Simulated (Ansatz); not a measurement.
Re:
```xyz
2
Lattice="0.0000 2.8077 2.8077 2.8077 0.0000 2.8077 2.8077 2.8077 0.0000" Properties=species:S:1:pos:R:3 pbc="T T T"
Re     0.0000     0.0000     0.0000
Re     1.4038     1.4038     1.4038
```

Relaxed with r²SCAN. Special points in fractions of this cell's reciprocal vectors: Γ (0.000, 0.000, 0.000); X (0.500, 0.000, 0.500); U (0.625, 0.250, 0.625); K (0.375, 0.375, 0.750); L (0.500, 0.500, 0.500); W (0.500, 0.250, 0.750).

**Question.** List the band energies nearest the Fermi level at these points for the program Ansatz at the r²SCAN with spin–orbit coupling level (PAW).

**Answer.** In eV from the Fermi level; about four levels below and three above (degenerate sets whole), none deeper than 8.9 eV; points with the same levels are listed once.

```
k                                below                          above
-  -----------------------------------  -----------------------------
Γ  -2.44 -2.44 -2.44 -2.44 -2.43 -2.43  0.65 0.65 0.85 0.85 0.85 0.85
X              -2.01 -2.01 -2.01 -2.01            0.08 0.08 0.08 0.08
U              -0.62 -0.62 -0.47 -0.47            0.03 0.03 2.69 2.69
L              -2.59 -2.59 -0.94 -0.94            1.83 1.83 1.88 1.88
W              -0.78 -0.78 -0.68 -0.68            3.96 3.96 4.24 4.24
```

Space group Fd-3m (diamond). The start of the workflow was typed in or built on a structure type; neither database checked (COD, Materials Project) lists it. It is not the phase usual at ambient conditions (space group No. 194). The cell was relaxed with r²SCAN under the symmetry of its start. At this level the phase is mechanically unstable. No spin polarisation was allowed.

Potentials: the earlier of the program's two PAW sets.
